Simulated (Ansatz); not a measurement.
Relaxed candidate structures of Rb₃AsF₆:

A. Fm-3m (No. 225), cF40; a = 9.316 Å, b = 9.316 Å, c = 9.316 Å, α = 90.00°, β = 90.00°, γ = 90.00°; Rb 8c (0.250, 0.250, 0.250); Rb 4b (0.500, 0.500, 0.500); As 4a (0.000, 0.000, 0.000); F 24e (0.000, 0.000, 0.220); non-magnetic

B. Fm-3m (No. 225), cF40; a = b = c = 9.8650 Å, α = β = γ = 90.00°; As 4a (0.000, 0.000, 0.000); F 24d (0.000, 0.250, 0.250); Rb 8c (0.250, 0.250, 0.250); Rb 4b (0.500, 0.500, 0.500); ferromagnetic

Order them by energy per atom (lowest first) at the level r2SCAN (plane waves to 500 eV, PAW, scalar-relativistic; Ansatz, a quantum-chemistry and plane-wave program).

A (reference, the lowest among the structures calculated here), B (+1.27 eV/atom)

Which candidates are metallic at this level, and what gaps do the others have?

No gap: B. A: 4.59 eV (no spin-orbit coupling).

Each run could gain symmetry but not lose that of its start, so entries can be saddle points. From databases, or of a type measured for this composition: Fm-3m, cF40, non-magnetic; the others are generated cells (placed on structure types, drawn at random, substituted or restacked) that were not matched to a known phase here. Each structure is listed in the lowest spin state found for it. Static energies at zero pressure. Spin states reached: non-magnetic, ferromagnetic; non-magnetic ones ran without spin or lost their moments; spin orders were not searched systematically. Gaps of cells over 8 atoms come from the SCF mesh and high-symmetry points alone.
